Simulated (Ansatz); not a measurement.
SiRh:
```
SiRh
1.0
    5.31301     0.00000     0.00000
   -2.65650     4.60120     0.00000
    0.00000     0.00000     3.83622
Rh Si
3 3
Direct
  0.50000   0.00000   0.00000
  0.50000   0.50000   0.00000
  0.00000   0.50000   0.00000
  0.00000   0.00000   0.00000
  0.33333   0.66667   0.50000
  0.66667   0.33333   0.50000
```

Relaxed with PBE. Special points in fractions of this cell's reciprocal vectors: Γ (0.000, 0.000, 0.000); M (0.500, 0.000, 0.000); K (0.333, 0.333, 0.000); A (0.000, 0.000, 0.500); L (0.500, 0.000, 0.500); H (0.333, 0.333, 0.500).

Problem. List the band energies nearest the Fermi level at these points for DFT-PBE in the program Ansatz with PAW potentials.

Solution. In eV from the Fermi level; about four levels below and three above (degenerate sets whole), none deeper than 8.9 eV; points with the same levels are listed once.

| k | below | above |
|---|---|---|
| Γ | -1.55 -1.55 -1.45 -1.45 -1.23 | 0.10 0.73 2.42 |
| M | -2.58 -1.95 -1.49 -1.34 | 0.93 1.18 1.86 |
| K | -2.22 -2.22 -2.20 -0.86 | 1.13 1.16 1.16 |
| A | -1.36 -1.36 -1.32 -1.32 -0.96 | 0.73 1.33 2.03 |
| L | -1.57 -1.45 -0.93 -0.73 | 0.18 1.81 3.90 |
| H | -1.69 -1.69 -0.89 -0.73 | 0.49 3.93 3.93 |

Space group P6/mmm. A made-up cell: these elements were put on the sites of a structure type; neither database checked (COD, Materials Project) lists it. COD files the formula under space group No. 14, so this cell is another polymorph or a model. Its standing as an ambient phase is unchecked. The PBE relaxation kept the symmetry of its start; whether a distortion lowers the energy is not shown. The run is not spin-polarised. Spin–orbit coupling is left out wherever it is not named.

Potentials: the later of the program's two PAW sets.
